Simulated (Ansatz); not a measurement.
Candidates compared on computed values. A metal film that reacts with Si consumes substrate; on a shallow junction the depth consumed per thickness of contact matters as much as the driving force.

NiSi serves as the reference. 8 nm of metal is deposited and fully reacted. All products have no gap at this level.

Computed with Ansatz, a plane-wave PAW program, with an older set of its potentials. volume per atom: r²SCAN, relaxed cell; metal volume, Si volume: r²SCAN, the element in its room-temperature structure; ΔH_f: r²SCAN, 0 K, against the elements in the same set-up, no fitted corrections.

Whether these are the forms stable at ambient conditions was not checked: Mo5Si3 (I4/mcm, tI32). No claim is made that these are known or stable phases: Ta2Si (I4/mcm, tI12). Run without spin polarisation: NiSi2, Ni3Si, NiSi. Spin–orbit coupling is left out unless named. No other phase of the formula is at hand at the same level beside Ta2Si (I4/mcm, tI12), Mo5Si3 (I4/mcm, tI32). ΔH_f counts from the lowest computed solid of each element: Mo (Im-3m), Ni (Fm-3m, ferromagnetic), Si (Fd-3m), Ta (Im-3m), W (Im-3m).

| crystal | Si atoms per metal atom | V (Å³/atom) | V of the metal (Å³/atom) | V of Si (Å³/atom) | ΔH_f (eV/atom) |
|---|---|---|---|---|---|
| NiSi2 (Fm-3m) | 2.000 | 13.03 | 10.54 | 20.17 | −0.346 |
| WSi2 (I4/mmm) | 2.000 | 13.42 | 15.91 | 20.17 | −0.311 |
| Ni3Si (Cu3Au type) | 0.333 | 10.41 | 10.54 | 20.17 | −0.434 |
| Ta2Si (I4/mcm, tI12) | 0.500 | 16.02 | 18.05 | 20.17 | −0.608 |
| Mo5Si3 (I4/mcm, tI32) | 0.600 | 14.22 | 15.64 | 20.17 | −0.400 |
| NiSi (Pnma), reference | 1.000 | 11.91 | 10.54 | 20.17 | −0.473 |

Model: Si consumed = metal thickness × y × V(Si)/V(metal); product = metal thickness × (1 + y) × V/V(metal); ratio = consumed/product; volume change = product/(metal + consumed) − 1.

**Question.** From the table, find Si consumed, product thickness, Si consumed per nm of product and volume change for NiSi2.

**Answer.** 
1. Si consumed: 8 × 2.000 × 20.17/10.54 = 30.62 nm
2. product thickness: 8 × (1 + 2.000) × 13.03/10.54 = 29.67 nm
3. Si consumed per nm of product: 30.62/29.67 = 1.03
4. volume change: 100 × (29.67/(8 + 30.62) − 1) = −23 %

**Question.** Put the candidates in order of Si consumed per nm of product, lowest first.

**Answer.** The same steps for every row:

```tsv
crystal	Si consumed (nm)	product thickness (nm)	consumed per nm of product	volume change (%)
NiSi2 (Fm-3m)	30.62	29.67	1.03	−23
WSi2 (I4/mmm)	20.28	20.24	1.00	−28
Ni3Si (Cu3Au type)	5.10	10.53	0.48	−20
Ta2Si (I4/mcm, tI12)	4.47	10.65	0.42	−15
Mo5Si3 (I4/mcm, tI32)	6.19	11.64	0.53	−18
NiSi (Pnma), reference	15.31	18.08	0.85	−22
```

In order of Si consumed per nm of product, lowest first: Ta2Si (I4/mcm, tI12) (0.42 ± 0.013), Ni3Si (0.48 ± 0.015), Mo5Si3 (I4/mcm, tI32) (0.53 ± 0.017), NiSi (0.85 ± 0.027), WSi2 (1.00 ± 0.032) ≈ NiSi2 (1.03 ± 0.033). The ± follows from allowances picked for this note (volume per atom 1 %, 3 % for the model), carried to first order and added in quadrature; ≈ joins neighbours closer than their two ± added in quadrature. On this figure 3 of 5 candidates do clearly better than the reference.

**Question.** How does Si consumed per nm of product vary with y across these crystals?

**Answer.** Si consumed per nm of product rises with y in these rows (rank correlation 0.93 over 6 rows). The usual reason: si-rich phases draw more of their volume from the substrate.

Which phase forms first is kinetic; barrier heights, resistivities and agglomeration are not treated. Phases over 50 meV/atom above the lowest one at hand were not drawn (by r²SCAN where it compared them, else by the largest value; a layered or molecular lowest phase counts only with a dispersion term); other phases could lie lower still. Values belong to the structures named, which need not be the stable ones; other polymorphs differ. The rows are a sample and no shortlist: familiar crystals first, some related and some not, whatever their agreement with measurement; tables with many equal figures were not kept. Limits of the draw: ΔH_f under −0.03 eV/atom; for ΔH_f, runs without a dispersion term, no Mn, and elements whose lowest cell is their usual one. As a rule kept out of such tables: 4f compounds, open-shell compounds run without a Hubbard term, cells found unstable in the tests at hand, cells close to a higher symmetry, and runs set to a pressure or over 12 % in volume from the crystal's fullest run.
